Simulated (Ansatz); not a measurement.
Input, command and steps of an Ansatz relaxation.

```yaml
crystal:
  lattice:
    - [-2.1119575526, 2.1119575526, 5.9030253273]
    - [2.1119575526, -2.1119575526, 5.9030253273]
    - [2.1119575526, 2.1119575526, -5.9030253273]
  atoms:
    - { symbol: Sr, position: [0.0, 0.0, 0.0] }
    - { symbol: As, position: [0.6456111848, 0.6456111848, 0.0] }
    - { symbol: As, position: [0.3543888152, 0.3543888152, 0.0] }
    - { symbol: Ru, position: [0.25, 0.75, 0.5] }
    - { symbol: Ru, position: [0.75, 0.25, 0.5] }
basis:
  ecutwfc: 500
kpoints:
  mp_grid: { grid: [12, 12, 12] }
hamiltonian:
  xc: r2scan
scf:
  occupations: { method: gaussian, width: 0.1 }
output:
  forces: true
  stress: true
  eigenvalues: true
relax:
  adjacent_minimum: "off"
  f_tol: 0.01
  max_steps: 30
  cell: { stress_tol: 0.1, fix: [volume] }
```

```bash
ansatz run input.yaml --threads 2 --pin off --max-ram 5120MiB --backend cpu --events-out ev --progress --plain --runs-dir out
```

Theory: DFT r2SCAN, scalar-relativistic, plane waves, PAW in Ansatz 0.2.0.

The volume is held at 1.06 times that of the relaxed cell.

Of 4 frames 3 are shown, positions in Å and forces in eV/Å; the SCF threshold varies from step to step. Steps run on the plane waves of an earlier cell, with a Pulay correction in the pressure. The basis is chosen afresh for the last frame, the zero of the energies, and at times for earlier ones too; energy and pressure step there, also at an unchanged geometry.

```xyz
5
Lattice="-2.1120 2.1120 5.9030 2.1120 -2.1120 5.9030 2.1120 2.1120 -5.9030" Properties=species:S:1:pos:R:3:forces:R:3 pbc="T T T" step=1 free_energy_over_end_meV_per_atom=2.65 pressure_GPa=-5.31
Sr    0.0000    0.0000    0.0000    0.0000    0.0000    0.0000
As    0.0000    0.0000    7.6221    0.0000    0.0000    0.3417
As    0.0000    0.0000    4.1839    0.0000    0.0000   -0.3417
Ru    2.1120    0.0000    2.9515    0.0000    0.0000    0.0000
Ru    0.0000    2.1120    2.9515    0.0000    0.0000    0.0000
5
Lattice="-2.1007 2.1007 5.9663 2.1007 -2.1007 5.9663 2.1007 2.1007 -5.9663" Properties=species:S:1:pos:R:3:forces:R:3 pbc="T T T" step=2 free_energy_over_end_meV_per_atom=0.24 pressure_GPa=-3.69
Sr    0.0000    0.0000    0.0000    0.0000    0.0000    0.0000
As    0.0000    0.0000    7.7365    0.0000    0.0000   -0.1266
As    0.0000    0.0000    4.1961    0.0000    0.0000    0.1266
Ru    2.1007    0.0000    2.9832    0.0000    0.0000    0.0000
Ru    0.0000    2.1007    2.9832    0.0000    0.0000    0.0000
5
Lattice="-2.0997 2.0997 5.9723 2.0997 -2.0997 5.9723 2.0997 2.0997 -5.9723" Properties=species:S:1:pos:R:3:forces:R:3 pbc="T T T" step=4 free_energy_over_end_meV_per_atom=0.00 pressure_GPa=-3.97
Sr    0.0000    0.0000    0.0000    0.0000    0.0000    0.0000
As    0.0000    0.0000    7.7357    0.0000    0.0000   -0.0050
As    0.0000    0.0000    4.2089    0.0000    0.0000    0.0050
Ru    2.0997    0.0000    2.9861    0.0000    0.0000    0.0000
Ru    0.0000    2.0997    2.9861    0.0000    0.0000    0.0000
```

It took 3.4 min on 2 threads of Arm Neoverse V1 (shared host), peak memory 1.1 GiB.